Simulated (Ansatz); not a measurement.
Which element?

Cell vectors (Å):

```
3.2235 0.0000 0.0000
0.0000 3.2235 0.0000
0.0000 0.0000 3.2235
```

| atom | a | b | c |
| --- | --- | --- | --- |
| X | 0.0000 | 0.0000 | 0.0000 |
| Os | 0.5000 | 0.5000 | 0.5000 |

Level of theory: PBEsol, all-electron LAPW in Ansatz 0.2.0, scalar-relativistic. k mesh 12×12×12, fine mesh 16×16×16, Fermi-Dirac smearing of 0.080 eV, lines of 0.15 eV, Drude damping 0.05 eV.

Independent-particle optical response of a crystal from Kohn-Sham bands on the fine mesh with a Drude term, no local fields or excitons; Cartesian axes as in the cell vectors.

| Quantity | Value |
| --- | --- |
| Fine mesh | 16, 16, 16 |
| Line width | 0.15 eV |
| Drude damping | 0.05 eV |
| Further gaussian width | 0.3 eV |

```tsv
photon energy (eV)	dielectric imag xx
0.8	17.72
1.6	19.73
2.4	31.01
3.2	23.26
4	20.46
4.8	14.95
5.6	11.51
6.4	10.1
7.2	9.61
8	5.27
8.8	3.66
9.6	2.74
10.4	2.66
11.2	2.69
12	2.86
12.8	2.39
13.6	2.3
14.4	1.91
15.2	1.5
16	1.97
16.8	2.53
17.6	2.31
18.4	1.67
19.2	0.92
20	0.75
```

Problem. All X atoms are one element. Which one was computed?

Solution. Hf; the crystal is HfOs (Pm-3m, a database entry that needn't be its stable phase).

Known limits: these sums move with the mesh, by several per cent and more for small sheets; Fermi surface not resolved by the mesh; spectra summed at the mesh points alone; no spin-orbit coupling on heavy atoms.
